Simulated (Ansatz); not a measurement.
GaSn2N:
```yaml
crystal:
  lattice:
    - [1.89907, 1.09643, 6.97345]
    - [-1.89907, 1.09643, 6.97345]
    - [0.00000, -2.19286, 6.97345]
  atoms:
    - { symbol: Ga, position: [0.02696, 0.02696, 0.02696] }
    - { symbol: N, position: [0.12013, 0.12013, 0.12013] }
    - { symbol: Sn, position: [0.48189, 0.48189, 0.48189] }
    - { symbol: Sn, position: [0.62105, 0.62105, 0.62105] }
```

Relaxed with PBEsol. Special points in fractions of this cell's reciprocal vectors: Γ (0.000, 0.000, 0.000); T (0.500, 0.500, 0.500); H2 (0.817, 0.183, 0.500); H0 (0.500, -0.183, 0.183); L (0.500, 0.000, 0.000); S0 (0.342, -0.342, 0.000); S2 (0.658, 0.000, 0.342); F (0.500, 0.000, 0.500).

Question: List the band energies nearest the Fermi level at these points for PBEsol in the plane-wave PAW code Ansatz.

Answer: In eV from the Fermi level; about four levels below and three above (degenerate sets whole), none deeper than 8.9 eV; points with the same levels are listed once.

```
k                     below           above
--  -----------------------  --------------
Γ   -3.57 -3.42 -3.42 -2.14  2.19 2.58 2.58
T   -5.29 -3.42 -3.42 -1.63  1.66 2.29 2.29
H2  -5.55 -3.77 -3.10 -2.18  0.89 1.12 1.77
L   -5.83 -4.54 -4.40 -3.72  0.04 0.12 1.48
S0  -5.59 -3.77 -3.18 -2.20  0.82 1.41 1.83
F   -4.43 -3.88 -1.94 -1.01  0.21 0.34 1.66
```

Space group R3m. The start of the workflow was typed in or built on a structure type; neither database checked (COD, Materials Project) lists it. Whether it is the stable phase at ambient conditions was not checked. The PBEsol relaxation kept the symmetry of its start; whether a distortion lowers the energy is not shown. The volume moved by 21 % from the start of the relaxation. Its formation energy is positive at this level, so the cell may be metastable or incomplete. Spin–orbit coupling is left out wherever it is not named.

Potentials: the earlier of the program's two PAW sets. The files were generated under PBE; for other functionals the program regenerates the frozen cores, and for LDA and PBEsol the local potential too.
